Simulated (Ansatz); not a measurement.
The cell below belongs to a search over invented structures; it isn't taken from experiment.

Input and command of a plane-wave DFT calculation in Ansatz:

```yaml
crystal:
  lattice:
    - [4.41095072, 0.0, 0.0]
    - [0.0, 4.41095072, 0.0]
    - [0.0, 0.0, 4.55037891]
  atoms:
    - { symbol: Hf, position: [0.0, 0.0, 0.0] }
    - { symbol: Si, position: [0.5, 0.0, 0.5] }
    - { symbol: Si, position: [0.0, 0.5, 0.5] }
    - { symbol: B, position: [0.72793865, 0.27206135, 0.76361096] }
    - { symbol: B, position: [0.27206135, 0.27206135, 0.23638904] }
    - { symbol: B, position: [0.27206135, 0.72793865, 0.76361096] }
    - { symbol: B, position: [0.72793865, 0.72793865, 0.23638904] }
basis:
  ecutwfc: 420
kpoints:
  mp_grid: { grid: [4, 4, 4] }
hamiltonian:
  xc: pbe
scf:
  occupations: { method: gaussian, width: 0.2 }
  lower_state_search: "off"
output:
  forces: true
  stress: true
  eigenvalues: true
relax:
  adjacent_minimum: "off"
  f_tol: 0.08
  max_steps: 16
  cell: { stress_tol: 0.8 }
```

```bash
ansatz run input.yaml --threads 1 --pin off --max-ram 2560MiB --backend cpu --events-out ev --progress --plain --runs-dir out
```

Processor: Intel(R) Xeon(R) Platinum 8259CL CPU @ 2.50GHz (Skylake/Cascade Lake), 1 thread, on a host shared with other jobs.

Task: How long does it run, and how much memory does it take?

Result: About 79 s, peak memory 0.38 GiB. It solves 30 bands at 18 k points (after reduction by symmetry) with about 1557 plane waves (on the last cell), in 79 SCF iterations over 10 ionic steps.
